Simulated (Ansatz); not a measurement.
# Property card for Al₂Au

Al₂Au:
```cif
data_Al8Au4
_chemical_formula_sum 'Au4 Al8'
_space_group_name_H-M_alt 'Fm-3m'
_space_group_IT_number 225
_space_group_name_Hall '-F 4 2 3'
_cell_length_a 6.06094
_cell_length_b 6.06094
_cell_length_c 6.06094
_cell_angle_alpha 90.000
_cell_angle_beta 90.000
_cell_angle_gamma 90.000
loop_
_atom_site_label
_atom_site_type_symbol
_atom_site_symmetry_multiplicity
_atom_site_Wyckoff_symbol
_atom_site_fract_x
_atom_site_fract_y
_atom_site_fract_z
_atom_site_occupancy
Au1 Au 4 a 0.00000 0.00000 0.00000 1
Al1 Al 8 c 0.25000 0.25000 0.25000 1
```
(The calculation used a cell of 3 atoms; values per cell refer to that cell.)

Space group Fm-3m (No. 225), fluorite or antifluorite type; conventional cell a = b = c = 6.0609 Å, α = β = γ = 90.00°.

Method: plane-wave PAW PBE (Ansatz code). Geometry: relaxed at this level of theory. Other levels are named where they apply.

**Cell and energy**

```
Item                                                          Result
-----------------------------------------------------  -------------
Volume per atom                                             18.55 Å³
Density                                                   7.49 g/cm³
Formation energy from the elements (no fitted shifts)  -0.43 eV/atom
```

**Electronic structure**

```
Quantity                                                                    Result
------------------------------------  --------------------------------------------
Electronic character                                             metallic (no gap)
Density of states at the Fermi level  0.31 states/eV per atom (mean over ±0.08 eV)
Gap with spin–orbit coupling                                       none (metallic)
```

**Mechanics**

```
Property                                                                       Value
--------------------------------------------  --------------------------------------
Bulk modulus (Birch–Murnaghan fit)                                           104 GPa
Pressure derivative B′                                                           4.8
Elastic constants (relaxed ions, GPa)              C11 = 139, C12 = 87.8, C44 = 48.5
Mechanical stability                          stable (all eigenvalues of C positive)
Hill bulk and shear moduli                                          105 and 37.5 GPa
Young's modulus                                                              100 GPa
Poisson's ratio                                                                 0.34
Debye temperature from the elastic constants                                   282 K
```

**Phonons**

```
Item                                                   Result
-------------------------------  ----------------------------
Highest zone-centre frequency                       249 cm^-1
Zone-centre stability                  no imaginary mode at Γ
Dynamical stability on the path  stable (no imaginary branch)
Zero-point energy                               35.8 meV/atom
Vibrational entropy at 300 K          31.4 J/(K·mol of atoms)
```

**Charges**

```
Property                     Result
-------------  --------------------
Bader charges  Au -3.37, Al +1.69 e
```

Symmetry was held in the PBE relaxation. As this level gives no gap, shear constants depend on the k-mesh and smearing (Fermi–Dirac, 0.1 eV here). As this level gives no gap, phonon frequencies hold no LO–TO term and depend on the k-mesh and smearing (Fermi–Dirac, 0.1 eV here). The references are the lowest solids computed at this level, not always the standard phases. Scalar-relativistic: spin–orbit coupling is off unless named, which matters more the heavier the elements.

Potentials: the later of the program's two PAW sets.
